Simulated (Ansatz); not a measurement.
Relaxed-ion elastic tensor of HgS (rock salt, Fm-3m) in GPa (Voigt order), PBEsol in the plane-wave PAW code Ansatz; density 9.53 g/cm³, 20.26 Å³ per atom.

```tsv
	1	2	3	4	5	6
1	109	68.3	68.3	0.0	0.0	0.0
2	68.3	109	68.3	0.0	0.0	0.0
3	68.3	68.3	109	0.0	0.0	0.0
4	0.0	0.0	0.0	24.5	0.0	0.0
5	0.0	0.0	0.0	0.0	24.5	0.0
6	0.0	0.0	0.0	0.0	0.0	24.5
```

Question: Is the crystal mechanically stable?

Answer: Yes: the smallest eigenvalue of C is 24.5 GPa.

Question: Work out the Voigt, Reuss and Hill averages.

Answer: K_V = 81.7, K_R = 81.7, K_H = 81.7; G_V = 22.7, G_R = 22.5, G_H = 22.6 GPa.

Question: Give Young's modulus, Poisson's ratio, Pugh's ratio and the universal anisotropy index.

Answer: E = 9KG/(3K + G) = 62.2 GPa; ν = 0.37; K/G = 3.61 (ductile by the Pugh limit of 1.75); A_U = 5G_V/G_R + K_V/K_R − 6 = 0.05.

Question: Estimate the sound speeds and the Debye temperature.

Answer: v_l = √((K + 4G/3)/ρ) = 3430 m/s, v_t = √(G/ρ) = 1540 m/s, mean 1740 m/s; Θ = (h/k)(3n/4πV)^(1/3) v_m = 190 K.

Question: Give the Zener ratio and Young's modulus along [100], [110] and [111].

Answer: A = 2C44/(C11 − C12) = 1.22; 1/E = S11 − 2(S11 − S12 − S44/2)Γ with Γ = 0, 1/4, 1/3 gives 55.8, 63.6, 66.8 GPa.

Question: Solve the Christoffel equation for the three sound speeds along [100], [110], [111].

Answer: Eigenvalues of C_ijkl n_j n_l equal ρv². In km/s, slowest first: [100] 1.60, 1.60, 3.37; [110] 1.45, 1.60, 3.44; [111] 1.50, 1.50, 3.46.

The workflow started from a Materials Project entry (that database holds measured and hypothetical structures alike); the Crystallography Open Database copy checked does not list it. COD files the formula under space group No. 152, 154, 166, 216, so this cell is another polymorph or a model. Whether it is the stable phase at ambient conditions was not checked. Symmetry was held in the PBEsol relaxation; its stability against distortions is not shown here. As this level gives no gap, shear constants depend on the k-mesh and smearing (Fermi–Dirac, 0.1 eV here). Spin–orbit coupling is left out wherever it is not named.

Potentials: the later of the program's two PAW sets.
